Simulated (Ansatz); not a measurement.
LiNbSe$_{2}$:
Space group P6₃/mmc (No. 194); a = b = 3.5240 Å, c = 13.5565 Å, α = β = 90.00°, γ = 120.00°

```
atom  site  symmetry       x       y       z
----  ----  --------  ------  ------  ------
Li      2a      -3m.  0.0000  0.0000  0.0000
Nb      2b      -6m2  0.0000  0.0000  0.2500
Se      4f       3m.  0.3333  0.6667  0.1277
```

Relaxed at zero pressure with the program Ansatz at the r²SCAN level (PAW).

Problem. The volume is raised by 6 % and shape and atoms relax at that volume. What pressure results, and how do the axes share the change?

Solution. -3.6 GPa; a 1.5 %, b 1.5 %, c 2.8 %; the energy rises by 13 meV/atom.

Problem. Give the new structure.

Solution. 
Space group P6₃/mmc (No. 194); a = 3.578 Å, b = 3.578 Å, c = 13.941 Å, α = 90.00°, β = 90.00°, γ = 120.00°

```
atom  site  symmetry       x       y       z
----  ----  --------  ------  ------  ------
Li      2a      -3m.  0.0000  0.0000  0.0000
Nb      2b      -6m2  0.0000  0.0000  0.2500
Se      4f       3m.  0.3333  0.6667  0.1312
```

The phase is kept; no other phase was compared at this pressure.

Space group P6_3/mmc. The workflow started from a Materials Project entry (that database holds measured and hypothetical structures alike); the Crystallography Open Database copy checked does not list it. Whether it is the stable phase at ambient conditions was not checked. The r²SCAN relaxation kept the symmetry of its start; whether a distortion lowers the energy is not shown. No spin polarisation was allowed.

Potentials: the later of the program's two PAW sets.
